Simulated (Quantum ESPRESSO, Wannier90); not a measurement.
# Sn (Immm), plane waves to Wannier functions

Structure: Materials Project mp-623511, symmetrised, not relaxed again. Not found in the COD (Crystallography Open Database) copy used, which has the formula in other groups; not checked further. Computed values, not measurements, from PBEsol: Quantum ESPRESSO (norm-conserving PseudoDojo potentials, cutoff 58 Ry, no spin polarisation, no spin-orbit coupling) on a Γ-centred 12×12×12 mesh, then Wannier90. Density: 16×16×16 mesh, cold smearing 0.01 Ry. Spin-orbit coupling is left out although heavy elements are present.

Input w.win:

```
num_bands = 10
num_wann = 4
exclude_bands = 1-5
num_iter = 0
conv_tol = 1.0e-6
conv_window = 4
dis_num_iter = 1000
dis_conv_tol = 1.0e-6
dis_froz_max = 11.77
write_hr = true
write_u_matrices = true
begin projections
Sn: s;p
end projections
begin unit_cell_cart
ang
   -1.7265400000    1.7755450000    2.3383400000
    1.7265400000   -1.7755450000    2.3383400000
    1.7265400000    1.7755450000   -2.3383400000
end unit_cell_cart
begin atoms_frac
Sn   0.0000000000  0.0000000000  0.0000000000
end atoms_frac
mp_grid = 12 12 12
begin kpoints
0.0000000000 0.0000000000 0.0000000000
0.0000000000 0.0000000000 0.0833333333
0.0000000000 0.0000000000 0.1666666667
... (1725 more lines: the 12x12x12 mesh through Gamma)
end kpoints
```

On the energy scale of pw.x, whose zero is arbitrary, the Fermi level lies at 10.27 eV. Lines of w_hr.dat (R1 R2 R3 m n Re Im, eV) for R = 0 and one of the shortest lattice vectors, rounded to 0.01 eV, lines under 0.02 eV left out; orbitals in order: Sn1 s, Sn1 pz, Sn1 px, Sn1 py.

```
    0    0    0    1    1     4.25     0.00
    0    0    0    2    2    11.50     0.00
    0    0    0    3    3    11.48     0.00
    0    0    0    4    4    11.42     0.00
   -1   -1   -1    1    1    -0.35     0.00
   -1   -1   -1    2    1     0.58     0.00
   -1   -1   -1    3    1     0.43     0.00
   -1   -1   -1    4    1     0.43     0.00
   -1   -1   -1    1    2    -0.58     0.00
   -1   -1   -1    2    2     0.63     0.00
   -1   -1   -1    3    2     0.62     0.00
   -1   -1   -1    4    2     0.66     0.00
   -1   -1   -1    1    3    -0.43     0.00
   -1   -1   -1    2    3     0.62     0.00
   -1   -1   -1    3    3     0.38     0.00
   -1   -1   -1    4    3     0.35     0.00
   -1   -1   -1    1    4    -0.43     0.00
   -1   -1   -1    2    4     0.66     0.00
   -1   -1   -1    3    4     0.35     0.00
   -1   -1   -1    4    4     0.39     0.00
```
